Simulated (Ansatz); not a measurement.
Starting cell, TiC (rock salt):

```yaml
crystal:
  lattice:
    - [0.00000, 2.14664, 2.14664]
    - [2.14664, 0.00000, 2.14664]
    - [2.14664, 2.14664, 0.00000]
  atoms:
    - { symbol: C, position: [0.00000, 0.00000, 0.00000] }
    - { symbol: Ti, position: [0.50000, 0.50000, 0.50000] }
```

In each cell atom 1 (C, nearest neighbour Ti at 2.147 Å; its periodic images, 3.0 Å or more away, move with it) moves by s·(0.000, 0.000, 1.000) (towards the nearest neighbour), the rest being held.

The numbers are results of PBEsol (plane waves to 420 eV, PAW, scalar-relativistic; Ansatz, an electronic-structure program), not measurements. k mesh 15×15×15 (Γ-centred), Fermi-Dirac smearing 0.05 eV. The energy includes the smearing's −TS. With partly filled bands, energies and forces of such displacements shift with the k mesh and the smearing. TiC is run without spin polarisation. TiC was relaxed with its symmetry unable to fall. ΔE is measured from the undisplaced structure. The last digit holds for this mesh only.

| s (Å) | ΔE (meV/cell) |
|---|---|
| -0.210 | 228.2 |
| -0.168 | withheld |
| -0.126 | 79.8 |
| -0.084 | 35.8 |
| -0.042 | 9.2 |
| 0.000 | 0.0 |
| 0.042 | 9.2 |
| 0.084 | 35.8 |
| 0.126 | 79.8 |
| 0.168 | withheld |
| 0.210 | 228.2 |

Problem. Fit an even polynomial form (powers 2, 4, 6) to the given rows and predict ΔE at s = 0.168.

Solution. Least squares on the 9 given rows: ΔE = (5163)·s² + (-13680)·s⁴ + (316100)·s⁶, in meV/cell with s in Å; root-mean-square residual 0.07 meV/cell. At 0.168 the fit gives 141.9 meV/cell; the calculation gives 142.7 meV/cell, so the interpolation is off by -0.8 (-0.6 %). The quadratic term alone would give 145.7 meV/cell.

(A displaced cell: forces are minus the slopes of the energy, force constants its curvatures, and phonons follow from these.)
